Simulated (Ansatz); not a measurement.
PbS:
```
CELL_PARAMETERS angstrom
      0.00000     2.97558     2.97558
      2.97558     0.00000     2.97558
      2.97558     2.97558     0.00000
ATOMIC_POSITIONS crystal
  Pb 0.50000 0.50000 0.50000
  S  0.00000 0.00000 0.00000
```

Relaxed with r²SCAN+D4. Special points in fractions of this cell's reciprocal vectors: Γ (0.000, 0.000, 0.000); X (0.500, 0.000, 0.500); U (0.625, 0.250, 0.625); K (0.375, 0.375, 0.750); L (0.500, 0.500, 0.500); W (0.500, 0.250, 0.750).

Task: List the band energies nearest the valence-band maximum at these points for r²SCAN+D4 in the plane-wave PAW code Ansatz.

Result: In eV from the valence-band maximum; about four levels below and three above (degenerate sets whole), none deeper than 8.9 eV; points with the same levels are listed once.

```csv
k,below,above
Γ,-6.11 -2.29 -2.29 -2.29,5.53 5.53 5.53
X,-7.33 -5.30 -3.55 -3.55,4.17 5.97 6.05 6.05
U,-8.15 -4.88 -3.04 -2.53,3.62 4.41 5.41
L,-1.89 -1.89 0.00,0.65 2.20 2.20
W,-8.11 -4.53 -4.53 -1.09,2.47 5.00 5.00
```

Space group Fm-3m (rock salt). The r²SCAN+D4 relaxation kept the symmetry of its start. Spin–orbit coupling is left out wherever it is not named.

Potentials: the later of the program's two PAW sets.
